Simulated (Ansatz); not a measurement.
## BiB: computed property card

BiB:
```xyz
2
Lattice="0.0000 2.7450 2.7450 2.7450 0.0000 2.7450 2.7450 2.7450 0.0000" Properties=species:S:1:pos:R:3 pbc="T T T"
Bi     4.1175     4.1175     4.1175
B      0.0000     0.0000     0.0000
```

Space group F-43m (No. 216), zinc blende; conventional cell a = b = c = 5.490 Å, α = β = γ = 90.00°.

Method: r²SCAN (plane waves, PAW; program Ansatz). Structure relaxed to zero pressure with the same functional. Other levels are named where they apply.

**Cell and energy**

```yaml
volume_per_atom: 20.68 Å³
density: 8.82 g/cm³
Formation energy from the elements (no fitted shifts): 74 kJ/mol of atoms
```

**Electronic structure**

```yaml
band_gap: 0.39 eV (direct)
valence_band_maximum: at Γ
conduction_band_minimum: at Γ
electron_effective_mass: 0.025 mₑ (isotropic)
Weight of the conduction-edge state by species (Voronoi cells): B 64 %, Bi 36 %
Hole effective mass, band 1 of 3 at the edge: 0.21 along [100], 1.4 along [110], 0.48 along [111] (mₑ)
Hole effective mass, band 2 of 3 at the edge: 0.21 along [100], 0.21 along [110], 0.48 along [111] (mₑ)
Hole effective mass, band 3 of 3 at the edge: 0.024 along [100], 0.022 along [110], 0.022 along [111] (mₑ)
Weight of the valence-edge state by species (Voronoi cells): B 69 %, Bi 31 %
```

**Mechanics**

```yaml
Bulk modulus (Birch–Murnaghan fit): 79.5 GPa
Pressure derivative B′: 4.7
Elastic constants (relaxed ions, GPa): C11 = 147, C12 = 46.8, C44 = 80.5
mechanical_stability: stable (all eigenvalues of C positive)
hill_bulk_and_shear_moduli: 80.2 and 66.6 GPa
Young's modulus: 156 GPa
Poisson's ratio: 0.17
debye_temperature_from_the_elastic_constants: 328 K
Piezoelectric stress constants (proper, relaxed ions, C/m²): e14 = e25 = e36 = 0.17
```

A made-up cell: these elements were put on the sites of a structure type; neither database checked (COD, Materials Project) lists it. Its standing as an ambient phase is unchecked. Symmetry was held in the r²SCAN relaxation; its stability against distortions is not shown here. The references are the lowest solids computed at this level, not always the standard phases. Scalar-relativistic: spin–orbit coupling is off unless named, which matters more the heavier the elements.

Potentials: the later of the program's two PAW sets.
